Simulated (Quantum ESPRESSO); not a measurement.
Parts of the isotropic shielding in Ag₄I₃Br, by PBE GIPAW (a modified build of Quantum ESPRESSO, JTH PAW datasets), 20 Ha, k-mesh 4×4×4 shifted:

```yaml
crystal:
  lattice:
    - [6.56037, 0.00000, 0.00000]
    - [0.00000, 6.56037, 0.00000]
    - [0.00000, 0.00000, 6.56037]
  atoms:
    - { symbol: Ag, position: [0.00629, 0.00629, 0.00629] }
    - { symbol: Br, position: [0.25000, 0.25000, 0.25000] }
    - { symbol: Ag, position: [0.00629, 0.49371, 0.49371] }
    - { symbol: I, position: [0.25000, 0.75000, 0.75000] }
    - { symbol: Ag, position: [0.49371, 0.00629, 0.49371] }
    - { symbol: I, position: [0.75000, 0.25000, 0.75000] }
    - { symbol: Ag, position: [0.49371, 0.49371, 0.00629] }
    - { symbol: I, position: [0.75000, 0.75000, 0.25000] }
```
The cell was made here from a computed Materials Project entry: one of 4 I replaced by Br, cell and atoms relaxed (PBE without dispersion, pw.x of Quantum ESPRESSO, symmetry kept). The parent is AgI in F-43m. The swapped cell is a model, not a known phase. Stability against distortions was not tested. The run has no spin polarisation.

The core term is that of the free atom's frozen core; the paramagnetic column sums the reconstruction terms. Shieldings are absolute and leave out the bulk-susceptibility term; a larger σ means a smaller chemical shift. In our sweeps, cutoffs and meshes of this size left a few ppm, and up to some 20 ppm on atoms from Zn on. Spin–orbit coupling is left out; its weight grows with the heaviest atom, I here. The datasets of Br, I hold no d projectors, which limits absolute σ on these atoms.

```csv
site,core,bare (smooth current),diamagnetic correction,paramagnetic corrections,σ_iso (ppm)
"Ag (atoms 1, 3, 5, 7)",4673.9,35.6,110.4,[?],[?]
Br (atom 2),3103.4,75.5,-8.3,[?],[?]
"I (atoms 4, 6, 8)",5697.1,59.1,-7.4,[?],[?]
```

Task: Complete the blanks.

Result: 
- Ag (atoms 1, 3, 5, 7), paramagnetic corrections: -1893.0
- Ag (atoms 1, 3, 5, 7), σ_iso (ppm): 2926.8
- Br (atom 2), paramagnetic corrections: -257.7
- Br (atom 2), σ_iso (ppm): 2912.9
- I (atoms 4, 6, 8), paramagnetic corrections: -681.3
- I (atoms 4, 6, 8), σ_iso (ppm): 5067.4
